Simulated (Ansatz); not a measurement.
The relaxation started from an entry of Materials Project.

One stationary structure of Rb$_{2}$NaSbCl$_{6}$. Computed with r2SCAN (plane waves to 500 eV, PAW, scalar-relativistic; Ansatz, an electronic-structure program).

```
CELL_PARAMETERS angstrom
      0.00000     5.34145     5.34145
      5.34145     0.00000     5.34145
      5.34145     5.34145     0.00000
ATOMIC_POSITIONS crystal
  Rb 0.75000 0.75000 0.75000
  Rb 0.25000 0.25000 0.25000
  Na 0.50000 0.50000 0.50000
  Sb 0.00000 0.00000 0.00000
  Cl 0.75307 0.24693 0.24693
  Cl 0.24693 0.75307 0.75307
  Cl 0.24693 0.75307 0.24693
  Cl 0.75307 0.24693 0.75307
  Cl 0.24693 0.24693 0.75307
  Cl 0.75307 0.75307 0.24693
```

Q: Determine the symmetry and give the standard cell with its independent sites.

A: Space group Fm-3m (No. 225); a = 10.6829 Å, b = 10.6829 Å, c = 10.6829 Å, α = 90.00°, β = 90.00°, γ = 90.00°

```json
[
 {"atom": "Rb", "site": "8c", "symmetry": "-43m", "x": "0.2500", "y": "0.2500", "z": "0.2500"},
 {"atom": "Na", "site": "4b", "symmetry": "m-3m", "x": "0.5000", "y": "0.5000", "z": "0.5000"},
 {"atom": "Sb", "site": "4a", "symmetry": "m-3m", "x": "0.0000", "y": "0.0000", "z": "0.0000"},
 {"atom": "Cl", "site": "24e", "symmetry": "4m.m", "x": "0.0000", "y": "0.0000", "z": "0.2469"}
]
```

Q: Give the shortest distances between elements (the closest pairs, up to four, under 3.6 Å).

A: Cl–Sb 2.64 Å; Cl–Na 2.70 Å.

```yaml
volume_per_atom: 30.48 Å³
density: 2.88 g/cm³
band_gap: 3.39 eV, indirect (valence top at W, conduction bottom at L) (no spin-orbit coupling)
smallest_direct_gap: 3.57 eV at L
```

No spin polarisation in the result.

The run could not lose the symmetry of its start.
